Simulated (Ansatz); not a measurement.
An Ansatz input for SnO2 with nitrogen replacing Sn

```yaml
crystal:
  lattice:
    - [4.738, 4.738, 0.0]
    - [-4.738, 4.738, 0.0]
    - [0.0, 0.0, 9.5595]
  atoms:
    - { symbol: "N", position: [0.0, 0.0, 0.0] }
    - { symbol: Sn, position: [0.0, 0.0, 0.3333333333] }
    - { symbol: Sn, position: [0.0, 0.0, 0.6666666667] }
    - { symbol: Sn, position: [0.5, 0.5, 0.0] }
    - { symbol: Sn, position: [0.5, 0.5, 0.3333333333] }
    - { symbol: Sn, position: [0.5, 0.5, 0.6666666667] }
    - { symbol: Sn, position: [0.5, 0.0, 0.1666666667] }
    - { symbol: Sn, position: [0.5, 0.0, 0.5] }
    - { symbol: Sn, position: [0.5, 0.0, 0.8333333333] }
    - { symbol: Sn, position: [0.0, 0.5, 0.1666666667] }
    - { symbol: Sn, position: [0.0, 0.5, 0.5] }
    - { symbol: Sn, position: [0.0, 0.5, 0.8333333333] }
    - { symbol: O, position: [0.3071, 0.0, 0.0] }
    - { symbol: O, position: [0.3071, 0.0, 0.3333333333] }
    - { symbol: O, position: [0.3071, 0.0, 0.6666666667] }
    - { symbol: O, position: [0.8071, 0.5, 0.0] }
    - { symbol: O, position: [0.8071, 0.5, 0.3333333333] }
    - { symbol: O, position: [0.8071, 0.5, 0.6666666667] }
    - { symbol: O, position: [0.5, 0.3071, 0.1666666667] }
    - { symbol: O, position: [0.5, 0.3071, 0.5] }
    - { symbol: O, position: [0.5, 0.3071, 0.8333333333] }
    - { symbol: O, position: [0.0, 0.8071, 0.1666666667] }
    - { symbol: O, position: [0.0, 0.8071, 0.5] }
    - { symbol: O, position: [0.0, 0.8071, 0.8333333333] }
    - { symbol: O, position: [0.6929, 0.0, 0.0] }
    - { symbol: O, position: [0.6929, 0.0, 0.3333333333] }
    - { symbol: O, position: [0.6929, 0.0, 0.6666666667] }
    - { symbol: O, position: [0.1929, 0.5, 0.0] }
    - { symbol: O, position: [0.1929, 0.5, 0.3333333333] }
    - { symbol: O, position: [0.1929, 0.5, 0.6666666667] }
    - { symbol: O, position: [0.5, 0.6929, 0.1666666667] }
    - { symbol: O, position: [0.5, 0.6929, 0.5] }
    - { symbol: O, position: [0.5, 0.6929, 0.8333333333] }
    - { symbol: O, position: [0.0, 0.1929, 0.1666666667] }
    - { symbol: O, position: [0.0, 0.1929, 0.5] }
    - { symbol: O, position: [0.0, 0.1929, 0.8333333333] }
total_charge: 1
kpoints:
  mp_grid: { grid: [3, 3, 2] }
scf:
  max_iter: 75
hamiltonian:
  xc: pbe
  pseudopotentials: { kind: paw }
output:
  forces: true
  stress: true
  populations: true
  efg:
    quadrupole_moments_barn: { "N": 0.02044, Sn: -0.132, O: -0.02558 }
    contact_densities: true
```

The quadrupole moment typed for Sn is that of the 23.9 keV Mössbauer state of ¹¹⁹Sn; the ground state has I = 1/2 and no quadrupole moment.

```sh
ansatz run input.yaml --threads 1 --pin off --max-ram 3072MiB --backend cpu --events-out ev --progress --plain --runs-dir out
```

Problem. Does this calculation finish, and if not, why?

Solution. The program refused the input. The input holds no occupation method. The program says:

```
Error: YAML parse error: `scf.occupations.method` is required: fixed only where the cell keeps a band gap throughout the run, explicit beside scf.occupations.values (under evaluate: without them), else a smearing such as fermi_dirac (scf.occupations.width is optional; its entry in the input reference gives the default)
```

Against a sound input the change was `scf.occupations`: {method: fermi_dirac, width: 0.01} → not typed; `scf.max_iter`: not typed → 75.

With the sound settings the run converges and gives V_zz (10²¹ V/m²) N 0.82 (η 0.97), Sn2 -5.87 (η 0.79), Sn4 5.64 (η 0.99), Sn5 -5.96 (η 0.77), Sn7 -6.59 (η 0.79), Sn8 -5.90 (η 0.76), among others; a site carries the number of its first atom in the input. The run isn't spin-polarised, and a state with spin may lie lower. The defect repeats with the cell of 36 atoms, so it feels its images: sites between two images don't show the values beside a lone defect, and zeros or small values of η there can come from the images' arrangement. O and Sn carry a gradient in the pure host already, so the values there aren't the defect's effect alone. A uniform background compensates the cell's charge. The defect cell has no gap above 0.1 eV on its mesh, so the values can hang on the smearing and the k-mesh. Without spin–orbit coupling (the program notes it for Sn) the gradients can shift somewhat, as the gap is small. The cell keeps the host's lattice, where the PBE pressure is 10 GPa (in a charged cell this depends on the convention for the mean potential). The neighbours have not yet relaxed around the defect (largest force 1.2 eV/Å), so a real crystal will differ.
